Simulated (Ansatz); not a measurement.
C in its lowest state found on the top face of a (101) slab of TiAl (P4/mmm (No. 123)), 4 planes, outer planes TiAl (top) and TiAl (bottom); 1 a cell of 13.73 Å², its atoms last:

```xyz
9
Lattice="2.7952 0.0000 0.0000 0.0000 4.9117 0.0000 0.0000 0.0000 25.8952" Properties=species:S:1:pos:R:3 pbc="T T T"
Ti    0.0000    1.5907    8.5000
Al    1.3976    4.0465    8.5000
Ti    0.0000    3.1814   10.7984
Al    1.3976    0.7256   10.7984
Ti    0.0000    4.7508   13.1115
Al    1.3976    2.3318   13.0958
Ti    0.0000    1.5388   15.4760
Al    1.3976    4.0094   15.4619
C     1.3976    2.3549   16.4323
```

These are results of Ansatz 0.2.0, DFT PBEsol, scalar-relativistic, plane waves, PAW, not measurements. Plane waves to 420 eV, a k mesh through Γ of 10×6×1 on the computed 9-atom cell and Gaussian smearing (0.10 eV); no spin polarisation. A dipole correction removes the field between periodic images along c.

The clean top face has a work function of 4.38 eV. Adsorption changes the slab's dipole along +c by Δp = -0.1200 e·Å a cell (-0.58 D an adsorbate).

(1) What change of work function does the Helmholtz equation give?

(2) How does that compare with the calculation?

(3) What does the sign say about the electrons?

## Answers

(1) A sheet of dipoles makes a step in an electron's potential energy of −e·Δp/(ε0·A), and e/ε0 = 180.95 eV·Å for Δp in e·Å: −180.95 × (-0.1200)/13.73 = +1.58 eV. This is the change of φ(top) − φ(bottom). If the bottom face is unmoved, φ(top) becomes 5.96 eV.

(2) φ(top) changes by +1.54 eV and φ(bottom) by -0.04 eV, so their difference changes by +1.58 eV. The bottom face hardly moves.

(3) The change of dipole points into the surface (negative end outward), so the work function rises. Electrons gather on the vacuum side. Δp also holds the adsorbate's own dipole and the moves of the surface atoms, so it isn't a charge transfer alone.